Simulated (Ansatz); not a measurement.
TePd:
```cif
data_Pd2Te2
_chemical_formula_sum 'Te2 Pd2'
_space_group_name_H-M_alt 'P 1'
_space_group_IT_number 1
_cell_length_a 5.70754
_cell_length_b 5.70754
_cell_length_c 4.00067
_cell_angle_alpha 90.000
_cell_angle_beta 90.000
_cell_angle_gamma 140.249
loop_
_space_group_symop_operation_xyz
  'x, y, z'
loop_
_atom_site_label
_atom_site_type_symbol
_atom_site_fract_x
_atom_site_fract_y
_atom_site_fract_z
_atom_site_occupancy
Te1 Te 0.64157 0.35843 0.25000 1
Pd1 Pd 0.89589 0.10411 0.25000 1
Te2 Te 0.35843 0.64157 0.75000 1
Pd2 Pd 0.10411 0.89589 0.75000 1
```

Relaxed with r²SCAN.

Problem. Which orbitals make up the states near the Fermi level in DFT-r²SCAN in the program Ansatz with PAW potentials?

Solution. Within 0.5 eV of the Fermi level: Te 5p 56 %, Pd 4d 34 %, outside the projected shells 6 %. Projections are on Löwdin-orthogonalised atomic valence shells; empty p or d shells of many metals are not among them.

Problem. Tabulate the density of states.

Solution. States/eV per cell of 4 atoms, in 0.25 eV bins, energy from the Fermi level.

```csv
E (eV),total,Pd 4d,Te 5p,Te 5s
-7.85,0.00,0.00,0.00,0.00
-7.60,0.00,0.00,0.00,0.00
-7.35,0.00,0.00,0.00,0.00
-7.10,0.00,0.00,0.00,0.00
-6.85,0.40,0.06,0.32,0.00
-6.60,0.84,0.14,0.65,0.01
-6.35,1.28,0.24,0.97,0.02
-6.10,2.48,0.57,1.80,0.03
-5.85,4.47,1.19,3.14,0.04
-5.60,2.90,0.86,1.95,0.04
-5.35,1.38,0.52,0.81,0.03
-5.10,3.30,1.63,1.60,0.03
-4.85,5.00,2.52,2.35,0.04
-4.60,5.89,3.31,2.46,0.03
-4.35,4.19,2.60,1.52,0.02
-4.10,4.71,3.14,1.48,0.03
-3.85,4.08,2.88,1.11,0.02
-3.60,4.68,3.68,0.91,0.02
-3.35,4.86,4.23,0.56,0.03
-3.10,6.83,6.05,0.68,0.04
-2.85,6.67,5.86,0.69,0.04
-2.60,11.04,10.12,0.70,0.10
-2.35,7.95,6.92,0.77,0.12
-2.10,7.70,6.08,1.28,0.14
-1.85,4.07,2.90,0.90,0.14
-1.60,2.79,1.75,0.82,0.12
-1.35,1.91,1.11,0.65,0.08
-1.10,2.44,1.31,0.93,0.10
-0.85,2.61,1.22,1.15,0.11
-0.60,2.91,1.20,1.43,0.11
-0.35,2.47,0.96,1.27,0.09
-0.10,2.30,0.81,1.28,0.07
0.15,2.12,0.67,1.26,0.06
0.40,1.91,0.57,1.18,0.04
0.65,1.92,0.54,1.23,0.04
0.90,1.96,0.52,1.29,0.03
1.15,2.29,0.58,1.57,0.02
1.40,2.57,0.62,1.82,0.01
1.65,1.91,0.46,1.37,0.00
1.90,1.11,0.28,0.80,0.00
2.15,0.04,0.01,0.03,0.00
2.40,0.00,0.00,0.00,0.00
2.65,0.01,0.00,0.00,0.00
2.90,0.63,0.04,0.05,0.00
3.15,1.14,0.05,0.10,0.00
3.40,1.50,0.05,0.13,0.00
3.65,1.74,0.05,0.14,0.00
3.90,1.73,0.05,0.13,0.00
4.15,1.70,0.04,0.09,0.00
4.40,1.75,0.03,0.09,0.00
4.65,1.98,0.03,0.11,0.00
4.90,1.38,0.02,0.08,0.00
```

Space group Cmcm. The start of the workflow was typed in or built on a structure type; neither database checked (COD, Materials Project) lists it. COD files the formula under space group No. 194, so this cell is another polymorph or a model. Its standing as an ambient phase is unchecked. The r²SCAN relaxation kept the symmetry of its start; whether a distortion lowers the energy is not shown. No spin polarisation was allowed. Scalar-relativistic: spin–orbit coupling is off unless named, which matters more the heavier the elements.

Potentials: the earlier of the program's two PAW sets.
